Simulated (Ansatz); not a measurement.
**Is this Li₃B₂H₉ structure stable?**

The cell was found from a structure generator's guess, not taken from experiment.

Computed with DFT PBE, scalar-relativistic, plane waves, PAW (Ansatz). Cutoff 420 eV, Γ-centred 4×4×6 mesh (14-atom cell), Gaussian smearing of 0.02 eV, no spin polarisation.

Space group Cm (No. 8). a = 7.969 Å, b = 9.952 Å, c = 4.282 Å, α = 90.00°, β = 120.68°, γ = 90.00°
```
atom  site  symmetry       x       y       z
  Li    4b         1  0.6361  0.8150  0.0918
  Li    2a         m  0.4976  0.0000  0.5081
   B    4b         1  0.4639  0.2334  0.4290
   H    4b         1  0.4680  0.6949  0.6641
   H    4b         1  0.4415  0.6955  0.1782
   H    4b         1  0.6195  0.8273  0.5553
   H    4b         1  0.3273  0.1531  0.3185
   H    2a         m  0.5798  0.0000  0.0128
```

The zero of energy is the elements' standard structures at the same level (H₂ as a molecule); no fitted shifts are applied.

Question: These tests were run: energy against the elements; phonons on a 1×1×2 q mesh. What do they show?

Answer:

```json
{"test": "energy against the elements", "result": "−0.321 eV/atom"}
{"test": "phonons on a 1×1×2 q mesh", "result": "imaginary modes down to 113i cm⁻¹"}
```

It fails one test: phonons on a 1×1×2 q mesh. So it isn't even a local minimum.

With hydrogen, zero-point motion can shift formation energies by some tens of meV/atom. The run for the phonons used a 4×4×6 k mesh.
